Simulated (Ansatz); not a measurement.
YPb₃ (Cu3Au type, Pm-3m), DFT-r²SCAN in the program Ansatz with PAW potentials, all energies at zero smearing, with the estimated change up to a 700 eV cutoff added, with one set of potentials and settings (totals compare only within such a set). Cell of 4 atoms (1 Y, 3 Pb): -39623.798 eV.

| element | reference phase | E (eV/atom) |
|---|---|---|
| Y | P6_3/mmc, 2 atoms in the cell | -3859.7073 |
| Pb | Fm-3m, 1 atoms in the cell | -11920.8594 |

Formation energy per atom, worked out: (-39623.798 − 1×(-3859.7073) − 3×(-11920.8594))/4 = -0.378 eV/atom (-36 kJ per mol of atoms), at 0 K, without zero-point energy or fitted corrections.

The workflow started from an entry of the Crystallography Open Database (COD). Whether it is the stable phase at ambient conditions was not checked. The r²SCAN relaxation kept the symmetry of its start; its stability against distortions is not shown here. No spin polarisation was allowed. The references are the lowest solids computed at this level, not always the standard phases. Spin–orbit coupling is left out wherever it is not named.

Potentials: the later of the program's two PAW sets.
